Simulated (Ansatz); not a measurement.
SnS2:
```yaml
crystal:
  lattice:
    - [3.61675, 0.00000, 0.00000]
    - [-1.80837, 3.13220, 0.00000]
    - [0.00000, 0.00000, 32.00000]
  atoms:
    - { symbol: S, position: [0.66667, 0.33333, 0.54586] }
    - { symbol: Sn, position: [0.00000, 0.00000, 0.50000] }
    - { symbol: S, position: [0.33333, 0.66667, 0.45414] }
```
Free-standing layer in the xy plane with vacuum along z and no interaction between images.

Relaxed with LDA.

All from the program Ansatz at the LDA level (PAW), unless another level is named. Give the band gap.

1.46 eV (indirect).

Give the electron effective mass, in the valley at M.

0.23 along x, 0.75 along y (mₑ).

Predict the electron affinity (Kohn–Sham).

5.43 eV.

Space group P-3m1 (1T). A layer that has been made, often on a substrate. Symmetry was held in the LDA relaxation; its stability against distortions is not shown here. Scalar-relativistic: spin–orbit coupling is off unless named, which matters more the heavier the elements.

Potentials: the earlier of the program's two PAW sets.
